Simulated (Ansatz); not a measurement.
Q: Each is relaxed and computed with DFT-r²SCAN in the program Ansatz with PAW potentials. Which is the only metal?
(A) KTl2CrF6, Fm-3m (K on 4b, Cr on 4a, Tl on 8c, F on 24e)
(B) B6As, R-3m (B on 18h, B on 18h, As on 6c)
(C) BAs, zinc blende
(D) Cr3B4, Immm (Cr on 4i, B on 4i, Cr on 2b, B on 4j)

A: D, Cr3B4, Immm (Cr on 4i, B on 4i, Cr on 2b, B on 4j). Cr3B4: metal; BAs: gap 1.37 eV (indirect); B6As: gap 2.88 eV (indirect); KTl2CrF6: gap 2.81 eV. Spin orders computed, not proven ground states: Cr3B4, Immm (Cr on 4i, B on 4i, Cr on 2b, B on 4j) ferromagnetic; KTl2CrF6, Fm-3m (K on 4b, Cr on 4a, Tl on 8c, F on 24e) ferromagnetic. Standing as an ambient phase not checked: Cr3B4, Immm (Cr on 4i, B on 4i, Cr on 2b, B on 4j); B6As, R-3m (B on 18h, B on 18h, As on 6c); KTl2CrF6, Fm-3m (K on 4b, Cr on 4a, Tl on 8c, F on 24e). All cells were relaxed under the symmetry of their starts (and spin orders); stability against distortions was not tested throughout. No Hubbard U is applied. Spin–orbit coupling is left out wherever it is not named.

Potentials: the later of the program's two PAW sets.
